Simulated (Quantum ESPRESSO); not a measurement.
# Kohn-Sham bands of LiPb (CsCl type)

```
CELL_PARAMETERS angstrom
      3.52626     0.00000     0.00000
      0.00000     3.52626     0.00000
      0.00000     0.00000     3.52626
ATOMIC_POSITIONS crystal
  Li 0.00000 0.00000 0.00000
  Pb 0.50000 0.50000 0.50000
```

Cell from Materials Project (mp-2314), symmetrised, no further relaxation. COD (Crystallography Open Database) has the formula in 2 space groups, this one among them (matched by group alone). Method: PBEsol plane waves in Quantum ESPRESSO 7.5 (PseudoDojo norm-conserving files, 60 Ry, no spin polarisation, no spin-orbit coupling), Bloch states on a 10×10×10 mesh through Γ, Wannier90 4.0.1. Density: 12×12×12 mesh, cold smearing 0.01 Ry. Spin-orbit coupling is left out although heavy elements are present.

Energies are relative to the Fermi level; weights are on the orthonormalised atomic waves of the pseudopotential files, averaged over the group. 17 electrons a cell are treated as valence.

| bands | from (eV) | to (eV) | filling | weight on atomic waves |
|---|---|---|---|---|
| 1 | -46.06 | -46.05 | filled | ___ |
| 2–6 | -16.90 | -16.52 | filled | ___ |
| 7 | -10.60 | -5.77 | filled | ___ |

Task: Which atomic shells make up each group?

Result: 
- 1, weight on atomic waves: Li 1s 99 %
- 2–6, weight on atomic waves: Pb 5d 100 %
- 7, weight on atomic waves: Pb 6s 77 %, Pb 6p 12 %, Li 2s 11 %

No gap over 0.05 eV opens at the Fermi level at this level of theory.
